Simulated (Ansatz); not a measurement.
Method: Ansatz 0.2.0, DFT, BLYP, plane waves (420 eV) with PAW, scalar-relativistic. (PAW data from PBE, frozen cores regenerated.)

An element in the diamond structure gives this curve. The cell is scaled uniformly from the relaxed one, with fractional coordinates and shape fixed. Energies are extrapolated to zero smearing, pressures are those at the given smearing. Magnetic state: spin not included.

| V (Å³/atom) | E − E₀ (meV/atom) | P (GPa) |
| --- | --- | --- |
| 20.530 | 46.0 | 5.78 |
| 21.463 | 19.1 | 3.55 |
| 22.396 | 4.2 | 1.60 |
| 23.329 | 0.0 | -0.12 |
| 24.263 | 5.2 | -1.61 |
| 25.196 | 18.6 | -2.89 |
| 26.129 | 39.0 | -3.97 |

(1) Which element is it?
A. phosphorus
B. osmium
C. platinum
D. rhodium

## Answers

(1) A. Its fit is V₀ = 23.26 Å³/atom, B₀ = 40 GPa, B₀′ = 2.3.
